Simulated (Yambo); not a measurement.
BSE-type run in Yambo on MgTiF₆ (space group R-3, No. 148), at zero momentum.

Quantum ESPRESSO step (LDA, PseudoDojo standard norm-conserving files, scalar-relativistic):
```
&CONTROL
  calculation = 'nscf'
  pseudo_dir = './pseudo'
  outdir = './out'
/
&SYSTEM
  ibrav = 0
  nat = 8
  ntyp = 3
  ecutwfc = 84.0
  ecutrho = 336.0
  occupations = 'fixed'
  force_symmorphic = .true.
  nbnd = 74
/
&ELECTRONS
  conv_thr = 8e-09
  diago_full_acc = .true.
  diago_thr_init = 1e-08
/
ATOMIC_SPECIES
F 18.9984 F.upf
Mg 24.3050 Mg.upf
Ti 47.8670 Ti.upf
CELL_PARAMETERS angstrom
  2.608279896000   1.505891100000   4.444507000000
 -2.608279896000   1.505891100000   4.444507000000
  0.000000000000  -3.011782200000   4.444507000000
ATOMIC_POSITIONS crystal
F   0.671620000000   0.842457000000   0.242250000000
F   0.328380000000   0.157543000000   0.757750000000
F   0.242250000000   0.671620000000   0.842457000000
F   0.757750000000   0.328380000000   0.157543000000
F   0.842457000000   0.242250000000   0.671620000000
F   0.157543000000   0.757750000000   0.328380000000
Mg   0.500000000000   0.500000000000   0.500000000000
Ti   0.000000000000   0.000000000000   0.000000000000
K_POINTS automatic
4 4 4 0 0 0
```

Yambo input:
```
rim_cut
optics
bse
bss
dipoles
em1s
RandQpts= 1000000
RandGvec= 1 Ry
FFTGvecs= 40 Ry
Chimod= "HARTREE"
BSKmod= "SEX"
BSEmod= "resonant"
BSSmod= "hs"
BSENGexx= 15 Ry
BSENGBlk= 3 Ry
% KfnQP_E
 4.696 | 1.0 | 1.0 |
%
% BSEQptR
 1 | 1 |
%
% BSEBands
 15 | 39 |
%
% BEnRange
 0.0 | 18.2 | eV
%
% BDmRange
 0.15 | 0.15 | eV
%
BEnSteps= 364
% BLongDir
 0.0 | 0.0 | 1.0 |
%
BSHayTrs= -0.02
BSSNEig= 24
WRbsWF
% BndsRnXs
 3 | 70 |
%
NGsBlkXs= 3 Ry
% LongDrXs
 1.0 | 1.0 | 1.0 |
%
```

From the report:

The dimension is k points × valence × conduction bands = 64 × 18 × 7 = 8064.
```
  [SLEPC] Approach                          : Krylov-Schur
  [SLEPC] Number of requested eigenvalues   :  24
  [SLEPC] Number of eigenvalues        [NEV]:  24
   [K] Dimension                                    :   8064
   [K] Bands                                        :   15   39
   [K] Exchange res                                 : yes
   [K] Correlation res                              : yes
   [K] W interaction is bare                        : no
   [K] RL vectors exchange                          :   689
   [K] RL vectors correlation                       :   65
   [W] Matrix size                                  :   65
   [W] Bands                                        :    3   70
   [W] Coulomb Cutoff                               : none
   [W] Hxc Kernel                                   : HARTREE
```
Lowest eigenvalues (eV; in brackets the number of states within 2 meV): 6.08 (1), 6.19 (2), 6.24 (1), 6.26 (1), 6.28 (2), 6.47 (1). They depend on the mesh, which isn't converged, and on the G0W0 scissor.

Geometry of the Materials Project entry, not relaxed at this level.

The structure is a Materials Project entry; no match was found in the copy of COD used, and its stability was not checked.
